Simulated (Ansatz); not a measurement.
TiS$_{2}$:
```
CELL_PARAMETERS angstrom
      3.36011     0.00000     0.00000
     -1.68005     2.90994     0.00000
      0.00000     0.00000     5.52121
ATOMIC_POSITIONS crystal
  S  0.33333 0.66667 0.25867
  S  0.66667 0.33333 0.74133
  Ti 0.00000 0.00000 0.00000
```

Relaxed with PBE+D3(BJ). Special points in fractions of this cell's reciprocal vectors: Γ (0.000, 0.000, 0.000); M (0.500, 0.000, 0.000); K (0.333, 0.333, 0.000); A (0.000, 0.000, 0.500); L (0.500, 0.000, 0.500); H (0.333, 0.333, 0.500).

Task: List the band energies nearest the Fermi level at these points for the program Ansatz at the PBE+D3(BJ) level (PAW).

Result: In eV from the Fermi level; about four levels below and three above (degenerate sets whole), none deeper than 8.9 eV; points with the same levels are listed once.

```tsv
k	below	above
Γ	-5.69 -2.79 -2.79	0.16 0.16 0.17
M	-3.04 -2.90 -2.65 -1.65	0.19 1.65 2.10
K	-4.27 -4.27 -2.77 -2.77 -2.35	1.28 1.92 1.92
A	-2.72 -2.72 -2.72 -0.10 -0.10	0.51 0.51 1.60
L	-2.91 -1.17 -1.16 -0.13	1.65 2.06 3.37
H	-3.87 -3.29 -2.23 -2.23	1.30 1.50 1.50
```

Space group P-3m1 (CdI2 type). The cell was relaxed with PBE+D3(BJ) under the symmetry of its start. No spin polarisation was allowed.

Potentials: the earlier of the program's two PAW sets.
